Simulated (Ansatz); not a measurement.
Cs₂TlGaF₆:
```cif
data_Cs8F24Ga4Tl4
_chemical_formula_sum 'Cs8 Tl4 Ga4 F24'
_space_group_name_H-M_alt 'Fm-3m'
_space_group_IT_number 225
_space_group_name_Hall '-F 4 2 3'
_cell_length_a 9.12818
_cell_length_b 9.12818
_cell_length_c 9.12818
_cell_angle_alpha 90.000
_cell_angle_beta 90.000
_cell_angle_gamma 90.000
loop_
_atom_site_label
_atom_site_type_symbol
_atom_site_symmetry_multiplicity
_atom_site_Wyckoff_symbol
_atom_site_fract_x
_atom_site_fract_y
_atom_site_fract_z
_atom_site_occupancy
Cs1 Cs 8 c 0.25000 0.25000 0.25000 1
Tl1 Tl 4 a 0.00000 0.00000 0.00000 1
Ga1 Ga 4 b 0.50000 0.50000 0.50000 1
F1 F 24 e 0.00000 0.00000 0.29050 1
```
(The calculation used a cell of 10 atoms; values per cell refer to that cell.)

Relaxed with PBEsol.

Question: Tabulate the valence density and the electron localisation function along the shortest Cs–F contact (3.25 Å), PBEsol (plane waves, PAW; program Ansatz).

Answer: 

```tsv
distance from Cs (Å)	density (e/Å³)	ELF
0.32	0.44	0.07
0.49	0.88	0.45
0.65	1.14	0.77
0.81	1.07	0.88
0.97	0.78	0.89
1.14	0.47	0.86
1.30	0.26	0.72
1.46	0.14	0.37
1.62	0.08	0.09
1.79	0.06	0.03
1.95	0.08	0.05
2.11	0.13	0.24
2.27	0.27	0.56
2.44	0.63	0.75
2.60	1.52	0.82
2.76	3.90	0.82
2.92	8.22	0.72
```

The density is the valence pseudo-density with augmentation charge, so density and ELF within about 1 Å of a nucleus are not all-electron values.

The first step of the workflow began from a Materials Project structure, measured or hypothetical; the Crystallography Open Database copy checked does not list it. Whether it is the stable phase at ambient conditions was not checked. The cell was relaxed with PBEsol under the symmetry of its start; its stability against distortions is not shown here. Spin–orbit coupling is left out wherever it is not named.

Potentials: the later of the program's two PAW sets.
